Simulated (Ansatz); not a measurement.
KIO₃:
```
CELL_PARAMETERS angstrom
      3.09723     1.78819     5.16460
     -3.09723     1.78819     5.16460
      0.00000    -3.57637     5.16460
ATOMIC_POSITIONS crystal
  K  0.75466 0.75466 0.75466
  K  0.25466 0.25466 0.25466
  I  0.00371 0.00371 0.00371
  I  0.50371 0.50371 0.50371
  O  0.15700 0.25828 0.76397
  O  0.25828 0.76397 0.15700
  O  0.76397 0.15700 0.25828
  O  0.26397 0.75828 0.65700
  O  0.65700 0.26397 0.75828
  O  0.75828 0.65700 0.26397
```

PBEsol (plane waves, PAW; program Ansatz) gives a gap of 2.43 eV without spin–orbit coupling, maximum at Γ, minimum at Γ.

### Question
What happens when spin–orbit coupling is switched on?

### Answer
The gap decreases by 0.24 eV, to 2.19 eV; maximum off the standard path, at k = (-0.031, 0.010, 0.021), minimum off the standard path, at k = (-0.036, 0.010, 0.021).

Space group R3c. The workflow started from a Materials Project entry (that database holds measured and hypothetical structures alike); the Crystallography Open Database copy checked does not list it. COD files the formula under space group No. 1, 160, so this cell is another polymorph or a model. Its standing as an ambient phase is unchecked. The cell was relaxed with PBEsol under the symmetry of its start; whether a distortion lowers the energy is not shown.

Potentials: the later of the program's two PAW sets.
